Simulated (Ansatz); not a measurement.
YN:
```xyz
2
Lattice="0.0000 2.6266 2.6266 2.6266 0.0000 2.6266 2.6266 2.6266 0.0000" Properties=species:S:1:pos:R:3 pbc="T T T"
N      3.9399     3.9399     3.9399
Y      0.0000     0.0000     0.0000
```

Relaxed with HSE06.

Question: Give the Bader charges and basin volumes of the independent atoms, HSE06 in the plane-wave PAW code Ansatz.

Answer: 

| atom | Bader charge (e) | Bader volume (Å³) |
|---|---|---|
| N1 | -1.97 | 20.8 |
| Y2 | +1.97 | 15.4 |

Space group F-43m (zinc blende). The cell is a constructed one: a structure type filled with these elements; the Crystallography Open Database copy checked does not list it. COD files the formula under space group No. 225. Its standing as an ambient phase is unchecked. The HSE06 relaxation kept the symmetry of its start; its stability against distortions is not shown here. No spin polarisation was allowed.

Potentials: the later of the program's two PAW sets.
